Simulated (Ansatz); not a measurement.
An Ansatz input:

```yaml
crystal:
  lattice:
    - [3.346706403, 0.0, 0.0]
    - [-1.6733532015, 2.898332764, 0.0]
    - [0.0, 0.0, 10.8414386528]
  atoms:
    - { symbol: In, position: [1.0, 0.0, 1.0] }
    - { symbol: In, position: [1.0, 0.0, 0.5] }
    - { symbol: In, position: [0.3333333333, 0.6666666667, 0.25] }
    - { symbol: In, position: [0.6666666667, 0.3333333333, 0.75] }
hamiltonian:
  xc: r2scan
  pseudopotentials:
    kind: paw
    azcp:
      In: "pseudopotentials/In.paw.azcp"
basis:
  ecutwfc: 500
  fft_grid_basis: typed
kpoints:
  mp_grid: { grid: [14, 14, 4], shift: [0, 0, 0] }
magnetization:
  spin_polarized: false
scf:
  occupations: { method: fermi_dirac, width: 0.1 }
```

and its output:

```
Engine: ansatz 0.2.0, x86_64-unknown-linux-gnu
Pseudopotentials: kind: paw
Pseudopotential: In, paw, valence charge 13, recommended cutoff 500 eV (meta_gga) 
Functional definition: r2SCAN
  parameter k0 = 0.174
  parameter k1 = 0.065
  parameter a1 = 4.9479
  exchange = r2scan_x(k0 = k0, k1 = k1, a1 = a1)
  correlation = r2scan_c
Crystal: 4 atoms, lattice volume = 105.161 Å³
Basis set: ecut = 500 eV, 2631 PW (Γ), exchange–correlation on 100×100×320 points (64 copies of the dense FFT grid, shifted against one another)
Bands: 30, of which v1, the nominal top of the filled ones, is band 26 counted from 1 (25 counted from 0)
Symmetry: 24 space group operations
Space group: P63/mmc (ITA 194), of the structure as read, at distance tolerance 4.7e-5 Å
k-points: 72 of 784
Non-local potential: In, projectors of the file, l = 0: 2, l = 1: 2, l = 2: 2, l = 3: 2
PAW form: soft (Blöchl's): semilocal exchange-correlation on the pseudo side does not see the compensation charge
PAW frozen core: In, regenerated for the run's functional (the file was generated under x = pbe(κ = 0.804, μ = 0.2195149727645171), c = pbe(β = 0.06672455060314922))
PAW one-centre angular grid: In, 590 points (default); XC on 289 of its mesh's 2783 points in the sphere
Initial density: superposition of atomic densities (neutral atoms: chi_scale 0, normalization atom), corrected by the library's trained network
Initial wavefunctions: pseudopotential atomic-orbital guess
Functional: x = r2scan, c = r2scan; τ floored in thin density (d = 2e-4 eV/Å³)
SCF iter   1: F=—  HF=-22447.260051 eV  |F-HF|=—  |Δ(HF+E_count)|=         —  Δρ=8.11e-3  dr2=3.72e-2  dr2_τ=5.03e-3  ethr=1.77e-3  ⟨swp⟩=6.8  Hψ=20915  notcnv=0  defer=11
automatic band count: the SCF goes on with 34 bands, as 30 were too few: the levels above may hold too much charge
SCF iter   2: F=—  HF=-22447.275399 eV  |F-HF|=—  |Δ(HF+E_count)|=   1.53e-2  Δρ=3.47e-3  dr2=6.90e-3  dr2_τ=3.17e-4  ethr=7.15e-5  ⟨swp⟩=2.5  Hψ=5186  notcnv=0  defer=81
SCF iter   3: F=—  HF=-22447.275520 eV  |F-HF|=—  |Δ(HF+E_count)|=   1.21e-4  Δρ=7.70e-4  dr2=4.94e-4  dr2_τ=7.10e-6  ethr=1.33e-5  ⟨swp⟩=2.9  Hψ=4272  notcnv=0  defer=81
SCF iter   4: F=—  HF=-22447.275894 eV  |F-HF|=—  |Δ(HF+E_count)|=   3.74e-4  Δρ=2.36e-4  dr2=7.10e-5  dr2_τ=6.93e-7  ethr=9.50e-7  ⟨swp⟩=2.7  Hψ=4420  notcnv=0  defer=81
SCF iter   5: F=—  HF=-22447.275959 eV  |F-HF|=—  |Δ(HF+E_count)|=   6.51e-5  Δρ=6.77e-5  dr2=4.62e-6  dr2_τ=1.06e-7  ethr=1.37e-7  ⟨swp⟩=2.0  Hψ=4252  notcnv=0  defer=81
SCF iter   6: F=—  HF=-22447.275963 eV  |F-HF|=—  |Δ(HF+E_count)|=   3.96e-6  Δρ=1.80e-5  dr2=2.87e-7  dr2_τ=2.75e-9  ethr=8.88e-9  ⟨swp⟩=2.0  Hψ=4226  notcnv=0  defer=81
SCF iter   7: F=-22447.275963 eV  HF=-22447.275963 eV  |F-HF|=2.84e-8  |Δ(HF+E_count)|=   3.21e-7  Δρ=5.43e-6  dr2=2.94e-8  dr2_τ=3.10e-10  ethr=1.92e-10  ⟨swp⟩=3.0  Hψ=5004  notcnv=0
SCF 1 converged in 7 iterations: F = -22447.275963 eV  dr2 = 2.94e-8
SCF converged after 7 iterations
Free energy (F): -22447.275963 eV
Harris-Foulkes:  -22447.275963 eV  (|F-HF|=2.84e-8)
Internal energy: -22447.218536 eV  (E = F + TS)
E sigma→0 (E₀):  -22447.247250 eV
Entropy (-TS):   -0.057427 eV (-14.357 meV/atom)
Fermi energy:    10.161726 eV
--- Per-component energies (eV) ---
  E_band       = -126.642300
  E_kinetic    = 964.819209
  E_local      = -4320.159003  (includes V_loc(G=0)·N_el)
  E_nonlocal   = 1466.260087
  E_hartree    = 1697.272692
  E_xc         = -806.101693
  E_vxc        = -430.602374  (∫ρ·V_xc dr)
  E_paw        = -16725.683548  (= ΣΔE_a)
  E_vpaw       = -1232.133659  (= ΣTr[D̂ρ^β])
  E_aug_tail   = 0.000032  (compensation charges beyond the density's cutoff)
  E_vtau       = 30.627834  (kinetic-family band-sum trace: ∫τ·v_τ [+ j·A + Jᵃ·Aᵃ] dr)
  E_ewald      = -4727.488494
  E_core_change = 3.862183  (= ΣΔE_core)
  E_smearing   = -0.057427  (= −TS)
  E_closure    = 0.000000  (closes the sum)
  Σ components = -22447.275963   (vs F -22447.275963, Δ=0.00e0)
```

Command:

```sh
ansatz run input.yaml --threads 1 --pin off --max-ram 3584MiB --backend cpu --events-out ev --progress --plain --runs-dir out
```

On 1 thread of Intel(R) Xeon(R) Platinum 8259CL CPU @ 2.50GHz (Skylake/Cascade Lake) (shared host) this took about 37 s of wall time and 36 s of CPU time.
